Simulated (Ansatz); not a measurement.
Cell and atoms are relaxed with the symmetry kept. Start:

```cif
data_structure
_symmetry_space_group_name_H-M 'P 1'
_symmetry_Int_Tables_number 1
_cell_length_a 5.7315
_cell_length_b 3.3428
_cell_length_c 6.3687
_cell_angle_alpha 90.000
_cell_angle_beta 90.000
_cell_angle_gamma 90.000
_cell_volume 122.02
loop_
_atom_site_label
_atom_site_type_symbol
_atom_site_fract_x
_atom_site_fract_y
_atom_site_fract_z
_atom_site_occupancy
As1 As 0.69622 0.25000 0.06990 1
As2 As 0.30378 0.75000 0.93010 1
As3 As 0.19622 0.25000 0.43010 1
As4 As 0.80378 0.75000 0.56990 1
Ru1 Ru 0.49457 0.25000 0.70446 1
Ru2 Ru 0.50543 0.75000 0.29554 1
Ru3 Ru 0.99457 0.25000 0.79554 1
Ru4 Ru 0.00543 0.75000 0.20446 1
```

Method: Ansatz, DFT r2SCAN, scalar-relativistic, plane waves, PAW.

Settings: cutoff 500 eV, Γ-centred mesh 6×10×6 on the computed 8-atom cell, Gaussian smearing of 0.10 eV; collinear spin from starting moments 0 0 0 0 -0.27 -0.27 -0.27 -0.27 μB.

What does it relax to?

The volume falls by 0.03 Å³/atom to 15.22 Å³/atom, and the energy changes by under 0.1 meV/atom. The cell ends with a moment of -1.20 μB (only this magnetic start was tried). Final structure:
Space group Pnma (No. 62). a = 5.732 Å, b = 3.342 Å, c = 6.358 Å, α = 90.00°, β = 90.00°, γ = 90.00°
```json
{"atom": "As", "site": "4c", "symmetry": ".m.", "x": "0.6963", "y": "0.2500", "z": "0.0696"}
{"atom": "Ru", "site": "4c", "symmetry": ".m.", "x": "0.4951", "y": "0.2500", "z": "0.7045"}
```

Course of the relaxation (steps run on the plane waves of an earlier cell, and the basis is chosen afresh near the end, so energy and pressure can step there; trial steps that raised the energy were taken back; energies are free energies):

```
step E − E_final (meV/atom) largest force component (eV/Å) P (GPa) V (Å³/atom)
   1                     0.1                           0.020    -0.37        15.25
   2                     0.0                           0.009     0.18        15.21
   3                     0.0                           0.007     0.03        15.22
   4                     0.0                           0.004    -0.03        15.22
   5                     0.0                           0.001     0.00        15.22
   6                     0.0                           0.001     0.00        15.22
```

The state reached may not be the lowest one. The program reads another magnetic order as possibly lower.

Cost: 1 run of about 33 core-minutes, on Arm Neoverse V1 (shared hosts).